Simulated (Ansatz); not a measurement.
**MnCu₅: rattling a relaxed structure**

The structure comes from a generated guess, relaxed at this level; another structure or a mixture of phases may lie lower.

Method: DFT PBE, scalar-relativistic, plane waves, PAW (Ansatz 0.2.0). Plane waves to 420 eV, a k mesh through Γ of 14×14×4 on the computed 6-atom cell and Gaussian smearing (0.10 eV); collinear spin from starting moments 3.5 0.0 0.0 0.0 0.0 0.0 μB.

The cell below (6 atoms, space group P4/mmm (No. 123)) is relaxed within its symmetry.

```xyz
6
Lattice="2.6391 0.0000 0.0000 0.0000 2.6391 0.0000 0.0000 0.0000 10.6192" Properties=species:S:1:pos:R:3 pbc="T T T"
Mn    1.3196    1.3196    5.3096
Cu    0.0000    0.0000    0.0000
Cu    1.3196    1.3196    1.7344
Cu    0.0000    0.0000    3.4844
Cu    0.0000    0.0000    7.1349
Cu    1.3196    1.3196    8.8849
```

For the test a repeat of it with 12 atoms (edges 2.64, 5.28, 10.62 Å) was strained at random (σ = 1.5 % a component), the atoms were moved at random (σ = 0.10 Å), and all was relaxed again on a coarse 8×4×2 mesh (in the run’s order of axes) with 0.20 eV smearing, with no symmetry imposed.

Another magnetic order may lie lower.

Task: Does it come back?

Result: It returns, within 1 meV/atom of the unmoved cell on that mesh and with the same symmetry when read at 0.1 Å. No instability shows in this cell; modes of other wave vectors, which need another repeat, aren't tested.
